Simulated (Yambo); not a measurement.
AlAs: sweep of GW parameters

G0W0@PBEsol for AlAs (zinc blende, space group F-43m, No. 216) in Yambo. Reference settings: 4×4×4 Γ-centred k mesh, 208 bands and a 10 Ry block in the screening, 208 bands in G with the Bruneval-Gonze terminator, plasmon pole fitted at 27.2 eV. The PBEsol gap Γ → X on this mesh is 1.24 eV; G0W0 gaps are taken between the same points.

```
change from the reference       G0W0 gap Γ → X (eV)  shift of the valence edge (eV)        rough Yambo cost
------------------------------  -------------------  ------------------------------  ----------------------
reference settings                             2.38                           -1.10                       1
74 bands in W, 74 bands in G                   2.31                           -0.84               about 1/3
132 bands in W, 132 bands in G                 2.35                           -1.01  within a factor of two
74 bands in G                                  2.37                           -1.06                       –
132 bands in G                                 2.38                           -1.09                       –
92 bands in W                                  2.33                           -0.94               about 1/2
4 Ry block                                     2.24                           -0.93  within a factor of two
8 Ry block                                     2.36                           -1.07  within a factor of two
pole fitted at 10 eV                           2.33                           -0.93                       –
74 bands in G, no terminator                   2.19                           -0.67                       –
132 bands in G, no terminator                  2.30                           -0.92                       –
no terminator                                  2.35                           -1.03                       –
```

The reference isn't shown to be the converged limit. Costs are rough (shared machines), scaled to the same edge states, and given only for runs that recompute the screening.

The standard potential for As keeps a d shell in the valence without the s and p states of that shell. In tests on such compounds this moved G0W0 gaps by up to about 0.9 eV, so absolute quasiparticle energies here are unreliable; differences between settings are what counts.

Spin-orbit coupling is included.

Geometry relaxed with PBEsol; primitive cell a = b = c = 4.0128 Å, α = β = γ = 60.00°.

A shift is the quasiparticle energy of the state minus its PBEsol energy.
